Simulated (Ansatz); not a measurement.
A generator proposed this cell of Cd3Se2S.

```cif
data_structure
_symmetry_space_group_name_H-M 'P 1'
_symmetry_Int_Tables_number 1
_cell_length_a 9.2899
_cell_length_b 9.2899
_cell_length_c 9.2899
_cell_angle_alpha 154.158
_cell_angle_beta 154.158
_cell_angle_gamma 36.870
_cell_volume 152.12
loop_
_atom_site_label
_atom_site_type_symbol
_atom_site_fract_x
_atom_site_fract_y
_atom_site_fract_z
_atom_site_occupancy
Cd1 Cd 0.66667 0.66667 0.00000 1
Cd2 Cd 0.33333 0.33333 0.00000 1
Cd3 Cd 0.00000 0.00000 0.00000 1
Se1 Se 0.41667 0.91667 0.50000 1
Se2 Se 0.08333 0.58333 0.50000 1
S1 S 0.75000 0.25000 0.50000 1
```

The calculation used DFT PBE, scalar-relativistic, plane waves, PAW in Ansatz. Cutoff 420 eV; k points 6×6×6 on the computed 6-atom cell (Γ-centred); Gaussian smearing, width 0.10 eV; no spin polarisation.

Formation energies are uncorrected and refer to the elements' standard structures at the same level.

Task: How far from equilibrium is it?

Result: The pressure is 7.4 GPa (the mean over three directions, positive in compression), the largest force is 0.73 eV/Å, and the energy is −0.56 eV/atom against the elements. The shortest distance is 2.54 Å.

Task: Is it a good guess?

Result: A fair one: relaxing gains about 0.08 eV/atom in 8 ionic steps and ends at −0.636 eV/atom on the finer mesh. The symmetry stays I-4m2 (No. 119). The volume per atom grows by 12.2 %, from 25.4 to 28.4 Å³. The shortest distance goes from 2.54 Å (Cd–S and Cd–Se) to 2.59 Å (Cd–S). Conventional cell: a = 4.319 Å, c = 18.300 Å. Around Cd on a site of symmetry 2mm lie 2 S at 2.59 Å and 2 Se at 2.67 Å; Se has 4 Cd at 2.67 Å; S is surrounded by 4 Cd at 2.59 Å; 1 more site not described.

The last run used a 10×10×10 mesh for its 6-atom cell and Gaussian smearing of 0.02 eV. The reference forms of S and Se are held partly by dispersion forces, which this level lacks. The relaxation can't lower the symmetry of the start, and the grade says only how near the guess is to its own end. A structure relaxed within its symmetry needn't be a true minimum.
